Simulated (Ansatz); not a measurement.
The calculation used Ansatz 0.2.0, DFT PBE, scalar-relativistic, plane waves, PAW. All cells share a 420 eV cutoff and Γ-centred k meshes spaced at most about 0.3 Å⁻¹ (2π included). No spin polarisation in the final relaxations.

All energies are static (0 K, no zero-point motion). All come from trial cells, and lower structures may exist.

Question: Order these relaxed structures of YAl₃N₄ by energy, lowest first, with the energy over the lowest of them.
A. Space group P-43m (No. 215), cubic, a = 4.632 Å. Around Y lie 4 N at 2.18 Å and 12 Al at 3.28 Å; Al has 4 N at 1.95 Å, 4 Y at 3.28 Å and 8 Al at 3.28 Å; N has 3 Al at 1.95 Å and 1 Y at 2.18 Å.
B. Space group I-42m (No. 121), tetragonal, a = 4.693 Å, c = 8.936 Å. Around Y lie 4 N at 2.22 Å and 12 Al at 3.24–3.32 Å; Al on a site of symmetry -42m has 4 N at 1.92 Å, 8 Al at 3.24 Å and 4 Y at 3.32 Å; around Al on a site of symmetry -4 lie 4 N at 1.95 Å, 4 Y at 3.24 Å and 8 Al at 3.24–3.32 Å; N has 3 Al at 1.92–1.95 Å and 1 Y at 2.22 Å.
C. Space group P4/mmm (No. 123), tetragonal, a = 3.155 Å, c = 8.441 Å. Y is surrounded by 6 N at 2.23–2.32 Å, 4 Y at 3.16 Å and 8 Al at 3.19 Å; Al on a site of symmetry 4mm is surrounded by 1 N at 1.93 Å, 5 N at 2.23–2.29 Å, 4 Al at 2.95 Å, 4 Al at 3.16 Å and 4 Y at 3.19 Å; Al on a site of symmetry 4/mmm has 2 N at 1.90 Å and 4 N at 2.23 Å; around N on a site of symmetry 4/mmm lie 4 Y at 2.23 Å and 2 Al at 2.29 Å; 2 more sites not described.
D. Space group Cmmm (No. 65), orthorhombic, a = 6.143 Å, b = 8.574 Å, c = 3.083 Å. Around Y lie 6 N at 2.27–2.29 Å, 10 Al at 3.05–3.07 Å and 2 Y at 3.08 Å; Al on a site of symmetry 2/m is surrounded by 6 N at 2.15–2.18 Å, 4 Y at 3.05 Å and 8 Al at 3.05–3.08 Å; Al on a site of symmetry mmm is surrounded by 6 N at 2.01–2.07 Å, 10 Al at 3.05–3.08 Å and 2 Y at 3.07 Å; N on a site of symmetry 2mm has 4 Al at 2.07–2.15 Å and 2 Y at 2.29 Å; 1 more site not described.

Answer: B (0 meV/atom), A (59 meV/atom), D (164 meV/atom), C (218 meV/atom). Forms: B Y and Al ordered on zinc blende sites, I-42m; A Y and Al ordered on zinc blende sites, P-43m; D Y and Al ordered on rock salt sites, Cmmm; C Y and Al ordered on rock salt sites, P4/mmm. Counting N atoms around Al and Y (those within 1.25 times the shortest such distance or 1.15 times the sum of covalent radii; a plus sign parts nearer from farther groups; a slash parts the counts of unlike sites): B has Y 4, Al 4; A has Y 4, Al 4; D has Y 6, Al 6; C has Y 6, Al 1+5/2+4.

Cells relaxed within their symmetry can be saddle points. Some types were kept out of the candidates beforehand, so the set may lack a known form.
